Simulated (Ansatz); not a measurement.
An Ansatz (a quantum-chemistry and plane-wave program) run. Input:

Ansatz 0.2 input:
```yaml
crystal:
  lattice:
    - [1.3697355374, 0.7908171812, 6.6193208505]
    - [-1.3697355374, 0.7908171812, 6.6193208505]
    - [0.0, -1.5816343625, 6.6193208505]
  atoms:
    - { symbol: Re, position: [0.0, 0.0, 0.0] }
    - { symbol: Re, position: [0.2221564537, 0.2221564537, 0.2221564537] }
    - { symbol: Re, position: [0.7778435463, 0.7778435463, 0.7778435463] }
kpoints:
  mp_grid: { grid: [17, 17, 17] }
hamiltonian:
  xc: lda
  pseudopotentials: { kind: paw }
scf:
  occupations: { method: fermi_dirac, width: 0.1 }
phonons:
  method: dfpt
  response_accuracy: low
  eigenvectors: true
  rigid_motions: translations
```

Output (shortened):

```
Pseudopotential: Re, paw, valence charge 15
Functional definition: SPW92
Crystal: 3 atoms, lattice volume = 43.021 Å³
Basis set: ecut = 420 eV, 839 PW (Γ), exchange–correlation on 96×96×96 points (8 copies of the dense FFT grid, shifted against one another)
Bands: 27, of which v1, the nominal top of the filled ones, is band 23 counted from 1 (22 counted from 0)
Symmetry: 12 space group operations
k-points: 1305 of 4913 (irreducible under 2 space group operations, time reversal used)
SCF iter   1: F=—  HF=-31822.955766 eV  |F-HF|=—  |Δ(HF+E_count)|=         —  Δρ=9.68e-3  dr2=1.84e-2  ethr=1.77e-3  ⟨swp⟩=5.1  Hψ=135570  notcnv=0
preconditioner: auto → Kerker (q_TF=auto, 2.749 Å⁻¹)
SCF iter   2: F=—  HF=-31822.954343 eV  |F-HF|=—  |Δ(HF+E_count)|=   1.42e-3  Δρ=5.59e-3  dr2=6.20e-3  ethr=4.08e-5  ⟨swp⟩=1.6  Hψ=48910  notcnv=0
SCF iter   3: F=—  HF=-31822.953253 eV  |F-HF|=—  |Δ(HF+E_count)|=   1.09e-3  Δρ=4.67e-4  dr2=5.46e-5  ethr=1.38e-5  ⟨swp⟩=2.0  Hψ=48559  notcnv=0
SCF iter   4: F=—  HF=-31822.953243 eV  |F-HF|=—  |Δ(HF+E_count)|=   1.05e-5  Δρ=7.24e-5  dr2=1.27e-6  ethr=1.21e-7  ⟨swp⟩=2.3  Hψ=59098  notcnv=0
SCF iter   5: F=—  HF=-31822.953289 eV  |F-HF|=—  |Δ(HF+E_count)|=   4.65e-5  Δρ=2.49e-5  dr2=1.70e-7  ethr=2.82e-9  ⟨swp⟩=2.1  Hψ=56594  notcnv=0
SCF iter   6: F=—  HF=-31822.953289 eV  |F-HF|=—  |Δ(HF+E_count)|=   2.00e-8  Δρ=2.74e-6  dr2=2.63e-9  ethr=3.77e-10  ⟨swp⟩=2.1  Hψ=45184  notcnv=0
SCF iter   7: F=—  HF=-31822.953289 eV  |F-HF|=—  |Δ(HF+E_count)|=  5.93e-10  Δρ=4.50e-7  dr2=1.02e-10  ethr=5.84e-12  ⟨swp⟩=2.0  Hψ=49011  notcnv=0
SCF iter   8: F=-31822.953289 eV  HF=-31822.953289 eV  |F-HF|=7.28e-12  |Δ(HF+E_count)|=  2.18e-11  Δρ=7.61e-8  dr2=3.41e-12  ethr=1.00e-12  ⟨swp⟩=5.7  Hψ=147313  notcnv=0
SCF 1 converged in 8 iterations: F = -31822.953289 eV  dr2 = 3.41e-12
DFPT response loops at Γ: preconditioner auto → Kerker (q_TF=auto, 2.749 Å⁻¹) (partly filled bands, converged f_vac=0.000) …
the response loops of the zone centre start from zero, take more passes and end by a threshold …
SCF converged after 8 iterations
Free energy (F): -31822.953289 eV
Harris-Foulkes:  -31822.953289 eV  (|F-HF|=7.28e-12)
Internal energy: -31822.870825 eV  (E = F + TS)
E sigma→0 (E₀):  -31822.912057 eV
Entropy (-TS):   -0.082464 eV (-27.488 meV/atom)
Fermi energy:    24.442273 eV
--- Per-component energies (eV) ---
  E_band       = -198.913530
  E_kinetic    = 1631.220980
  E_local      = -2228.813271  (includes V_loc(G=0)·N_el)
  E_nonlocal   = 161.855784
  E_hartree    = 800.010404
  E_xc         = -1205.104537
  E_vxc        = -917.223053  (∫ρ·V_xc dr)
  E_paw        = -25205.740021  (= ΣΔE_a)
  E_vpaw       = -445.974563  (= ΣTr[D̂ρ^β])
  E_aug_tail   = -0.000231  (compensation charges beyond the density's cutoff)
  E_ewald      = -5777.257161
  E_core_change = 0.957228  (= ΣΔE_core)
  E_smearing   = -0.082464  (= −TS)
  E_closure    = 0.000000  (closes the sum)
  Σ components = -31822.953289   (vs F -31822.953289, Δ=0.00e0)
  [band-id]    e_kinetic+e_local+e_nonlocal+2·e_hartree+e_vxc+e_vpaw+e_augmentation_tail = -198.913548   (vs E_band -198.913530, Δ=-1.70e-5)
--- Band table (eV; the first three rows and the last of 1305) ---
  k-point 0: bands = ["-55.4197", "-55.3144", "-55.2776", "-17.6671", "-17.6371", "-16.8125", "-16.8125", "-16.7468", "-16.7468", "-16.6199", "-16.6199", "-16.5990", "14.3580", "17.4422", "17.4938", "22.3858", "22.3858", "22.6594", "22.6939", "22.7774", …
  k-point 1: bands = ["-55.4160", "-55.3121", "-55.2753", "-17.6736", "-17.6194", "-16.8435", "-16.8220", "-16.7744", "-16.7561", "-16.6563", "-16.6251", "-16.6054", "14.5088", "17.5772", "17.6524", "22.0761", "22.2327", "22.4601", "22.4984", "22.6993", …
  k-point 2: bands = ["-55.4054", "-55.3054", "-55.2686", "-17.6750", "-17.5898", "-16.9319", "-16.8490", "-16.8487", "-16.7827", "-16.7591", "-16.6404", "-16.6235", "14.9446", "17.9535", "18.0976", "21.3799", "21.6544", "22.0930", "22.4616", "22.8157", …
  k-point 1304: bands = ["-55.4018", "-55.3450", "-55.2565", "-17.9639", "-16.9999", "-16.9635", "-16.8656", "-16.8459", "-16.7126", "-16.7032", "-16.6694", "-16.6541", "15.7126", "15.8198", "17.7066", "21.9010", "22.0492", "22.3080", "22.5462", "22.8003", …
--- Phonons (Γ-DFPT): 4 representative perturbations + reference, on 1305 of 4913 k-points (Σ response iterations 24) ---
  ASR residual: 2.770e-3 → 0.000e0 eV/Å²; symmetrization residual: 3.367e-4 eV/Å²
  ASR residual per site (eV/Å²): 1.41e-3 2.77e-3 2.77e-3
  Γ frequencies (cm⁻¹): 0.00 0.00 0.00 101.99 101.99 104.18 104.18 179.11 190.99
  non-analytic LO–TO correction: not included (Born effective charges unavailable; polar crystals: no LO–TO splitting at Γ)
```

Cost: about 40 core-minutes (a rough figure) on shared cores.

Space group R-3m (9R (Sm type)). The first step of the workflow began from a Materials Project structure, measured or hypothetical; the Crystallography Open Database copy checked does not list it. It is not the phase usual at ambient conditions (space group No. 194). The cell was relaxed with LDA under the symmetry of its start; of distortions, only those at the zone centre were tested. The run is not spin-polarised. As this level gives no gap, phonon frequencies hold no LO–TO term and depend on the k-mesh and smearing (Fermi–Dirac, 0.1 eV here). Scalar-relativistic: spin–orbit coupling is off unless named, which matters more the heavier the elements.

Potentials: the later of the program's two PAW sets.

Ansatz is a plane-wave DFT program.
